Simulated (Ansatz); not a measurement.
Total density of states per atom from the program Ansatz at the r²SCAN level (PAW), in 0.25 eV bins, energy from the valence-band maximum:

(E (eV), states/eV/atom): (-7.87, 0.00); (-7.62, 0.00); (-7.37, 0.00); (-7.12, 0.00); (-6.87, 0.00); (-6.62, 0.00); (-6.37, 0.00); (-6.12, 0.00); (-5.87, 0.35); (-5.62, 0.65); (-5.37, 1.33); (-5.12, 0.08); (-4.87, 0.00); (-4.62, 0.27); (-4.37, 0.73); (-4.12, 1.66); (-3.87, 1.34); (-3.62, 0.60); (-3.37, 1.45); (-3.12, 1.63); (-2.87, 2.09); (-2.62, 1.87); (-2.37, 2.26); (-2.12, 0.47); (-1.87, 0.27); (-1.62, 0.40); (-1.37, 0.30); (-1.12, 0.13); (-0.87, 0.13); (-0.62, 0.14); (-0.37, 0.16); (-0.12, 0.08); (0.13, 0.00); (0.38, 0.00); (0.63, 0.00); (0.88, 0.00); (1.13, 0.00); (1.38, 0.00); (1.63, 0.01); (1.88, 0.11); (2.13, 0.24); (2.38, 0.28); (2.63, 0.20); (2.88, 0.24); (3.13, 0.50); (3.38, 0.51); (3.63, 0.30); (3.88, 0.02); (4.13, 0.04); (4.38, 0.07); (4.63, 0.09); (4.88, 0.13); (5.13, 0.21); (5.38, 0.33); (5.63, 0.74); (5.88, 0.80); (6.13, 0.74); (6.38, 1.12)

Pick the material that matches.
(A) InAg3, Cu3Au type
(B) Rb2AgSbCl6, Fm-3m (Rb on 8c, Ag on 4b, Sb on 4a, Cl on 24e)
(C) RbAu, CsCl type
(D) EuAgSb, P6_3/mmc (Eu on 2a, Ag on 2d, Sb on 2c)

B, Rb2AgSbCl6, Fm-3m (Rb on 8c, Ag on 4b, Sb on 4a, Cl on 24e). Top 1 eV of the valence band: Cl 3p 56 %, Ag 4d 22 %, Sb 5s 16 %. Bottom 1 eV of the conduction band: Sb 5p 52 %, Ag 5s 18 %, Cl 3p 16 %, Cl 3s 7 %, outside the projected shells 6 %. Projections are on Löwdin-orthogonalised atomic valence shells; empty p or d shells of many metals are not among them.

The workflow started from a Materials Project entry (that database holds measured and hypothetical structures alike); the Crystallography Open Database copy checked does not list it. Whether it is the stable phase at ambient conditions was not checked. Symmetry was held in the r²SCAN relaxation; its stability against distortions is not shown here. No spin polarisation was allowed. Scalar-relativistic: spin–orbit coupling is off unless named, which matters more the heavier the elements.

Potentials: the later of the program's two PAW sets.
